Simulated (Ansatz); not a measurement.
Low-index surfaces of Au, space group Fm-3m (No. 225). Relaxed bulk:

Space group Fm-3m (No. 225). a = 4.158 Å, b = 4.158 Å, c = 4.158 Å, α = 90.00°, β = 90.00°, γ = 90.00°
```csv
atom,site,symmetry,x,y,z
Au,4a,m-3m,0.0000,0.0000,0.0000
```

Miller indices refer to the conventional cell, a = 4.158 Å, b = 4.158 Å, c = 4.158 Å, α = 90.00°, β = 90.00°, γ = 90.00°.

Theory: DFT PBE, scalar-relativistic, plane waves, PAW (Ansatz 0.2.0). Cutoff 420 eV, Γ-centred meshes, Gaussian smearing of 0.10 eV, no spin polarisation.

All atoms of each slab relax at the bulk's in-plane cell, with a dipole correction; γ is the mean of a slab's two faces. Bonds are neighbours within 10 % of the shortest distances in the bulk.

Question: Order these faces by relaxed surface energy, lowest first.
A. (211) (13 planes)
B. (110) (7 planes)

Answer: A (0.83 J/m²), B (0.90 J/m²).

Question: What are the details?

Answer: 
```csv
face,planes,thickness (Å),area (Å²),cut bonds per Å²,γ as cut (J/m²),γ relaxed (J/m²),"work function, top (eV)"
(110),7,8.8,12.23,0.491,0.95,0.90,4.99
(211),13,10.2,21.18,0.472,0.91,0.83,5.09
```

Question: Which shape does a crystal take in vacuum at zero temperature, if only these faces and their equivalents are allowed (Wulff construction)?

Answer: Shares of the surface area: (110) 6 %, (211) 94 %. Faces that weren't computed or are left out here could take a part.

Faces whose slabs rebuild by over 0.8 Å, distort in their middle or lose their symmetry through the k mesh, and polar cuts of insulators, are left out. Of the terminations computed for a plane the cheapest is shown.

The slabs are thin, so differences under about 0.05 J/m² or 0.1 eV aren't settled, and faces are 1×1 cells, without the reconstructions that some real ones have. Spin-orbit coupling is left out, which matters for the bands of heavy elements.

The order follows the density of bonds that each cut crosses: the fewer, the cheaper the face.
